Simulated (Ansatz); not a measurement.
## CuPd, first-principles data

CuPd:
```cif
data_CuPd
_chemical_formula_sum 'Cu1 Pd1'
_space_group_name_H-M_alt 'Pm-3m'
_space_group_IT_number 221
_space_group_name_Hall '-P 4 2 3'
_cell_length_a 2.96164
_cell_length_b 2.96164
_cell_length_c 2.96164
_cell_angle_alpha 90.000
_cell_angle_beta 90.000
_cell_angle_gamma 90.000
loop_
_atom_site_label
_atom_site_type_symbol
_atom_site_symmetry_multiplicity
_atom_site_Wyckoff_symbol
_atom_site_fract_x
_atom_site_fract_y
_atom_site_fract_z
_atom_site_occupancy
Cu1 Cu 1 a 0.00000 0.00000 0.00000 1
Pd1 Pd 1 b 0.50000 0.50000 0.50000 1
```

Space group Pm-3m (No. 221), CsCl type; conventional cell a = 2.9616 Å, b = 2.9616 Å, c = 2.9616 Å, α = 90.00°, β = 90.00°, γ = 90.00°.

Method: PBEsol (plane waves, PAW; program Ansatz). Geometry: relaxed at this level of theory. Other levels are named where they apply.

**Cell and energy**

```
Property                                                       Value
-----------------------------------------------------  -------------
Volume per atom                                             12.99 Å³
Density                                                  10.86 g/cm³
Formation energy from the elements (no fitted shifts)  -0.11 eV/atom
```

**Electronic structure**

```
Item                                                                         Value
------------------------------------  --------------------------------------------
Electronic character                                             metallic (no gap)
Density of states at the Fermi level  0.62 states/eV per atom (mean over ±0.08 eV)
Gap with spin–orbit coupling                                       none (metallic)
```

**Mechanics**

```
Quantity                                                                       Value
--------------------------------------------  --------------------------------------
Bulk modulus (Birch–Murnaghan fit)                                           184 GPa
Pressure derivative B′                                                           5.2
Elastic constants (relaxed ions, GPa)                C11 = 205, C12 = 175, C44 = 110
Mechanical stability                          stable (all eigenvalues of C positive)
Hill bulk and shear moduli                                          185 and 51.8 GPa
Young's modulus                                                              142 GPa
Poisson's ratio                                                                 0.37
Debye temperature from the elastic constants                                   312 K
```

**Phonons**

```
Property                                        Value
-----------------------------  ----------------------
Highest zone-centre frequency                224 cm⁻¹
Zone-centre stability          no imaginary mode at Γ
```

The workflow started from a Materials Project entry (that database holds measured and hypothetical structures alike); the Crystallography Open Database files this formula in space group No. 221, but the cells were not matched. Its standing as an ambient phase is unchecked. The PBEsol relaxation kept the symmetry of its start. No spin polarisation was allowed. As this level gives no gap, shear constants depend on the k-mesh and smearing (Fermi–Dirac, 0.1 eV here). As this level gives no gap, phonon frequencies hold no LO–TO term and depend on the k-mesh and smearing (Fermi–Dirac, 0.1 eV here). The references are the lowest solids computed at this level, not always the standard phases. Spin–orbit coupling is left out wherever it is not named.

Potentials: the later of the program's two PAW sets.
